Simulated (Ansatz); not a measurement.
LaNi2Ge2 in space group I4/mmm (No. 139; La on 2a, Ni on 4d, Ge on 4e), r²SCAN in the plane-wave PAW code Ansatz, all energies at zero smearing, with the estimated change up to a 700 eV cutoff added, with one set of potentials and settings (totals compare only within such a set). Cell of 5 atoms (1 La, 2 Ni, 2 Ge): -26564.581 eV.

```csv
element,reference phase,E (eV/atom)
La,"P6_3/mmc, 4 atoms in the cell",-6264.6784
Ni,"Fm-3m, 1 atoms in the cell, spin-polarised",-5845.2912
Ge,"Fd-3m, 2 atoms in the cell",-4302.9041
```

Formation energy per atom, worked out: (-26564.581 − 1×(-6264.6784) − 2×(-5845.2912) − 2×(-4302.9041))/5 = -0.702 eV/atom (-68 kJ per mol of atoms), at 0 K, without zero-point energy or fitted corrections.

The workflow started from a Materials Project entry (that database holds measured and hypothetical structures alike); the Crystallography Open Database copy checked does not list it. Its standing as an ambient phase is unchecked. The cell was relaxed with r²SCAN under the symmetry of its start; whether a distortion lowers the energy is not shown. The run is not spin-polarised. The references are the lowest solids computed at this level, not always the standard phases. Spin–orbit coupling is left out wherever it is not named.

Potentials: the later of the program's two PAW sets.
